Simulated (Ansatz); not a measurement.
According to DFT-r²SCAN in the program Ansatz with PAW potentials, ZnO in the cubic phase (Pm-3n; Zn on 6c, O on 6d) relaxes to a = 5.580 Å. Its formation energy from the elements is -1.51 eV/atom, with no fitted shifts.

It is gapped at this level: 1.38 eV (direct). The valence maximum lies at Γ and the conduction minimum at Γ. HSE06 on the same cell gives 2.69 eV. Electrons at the band edge weigh 0.25 mₑ (isotropic).

An equation-of-state fit gives a bulk modulus of 119 GPa. The relaxed-ion elastic constants in GPa are C11 = 187, C12 = 85.6, C44 = 17.0. The elastic constants imply a Debye temperature near 331 K. Bader charges are Zn +1.29, O -1.29 e.

The start of the workflow was typed in or built on a structure type; neither database checked (COD, Materials Project) lists it. It is not the phase usual at ambient conditions (space group No. 186). The cell was relaxed with r²SCAN under the symmetry of its start; whether a distortion lowers the energy is not shown. The references are the lowest solids computed at this level, not always the standard phases (solids in place of the gases).

Potentials: the earlier of the program's two PAW sets.
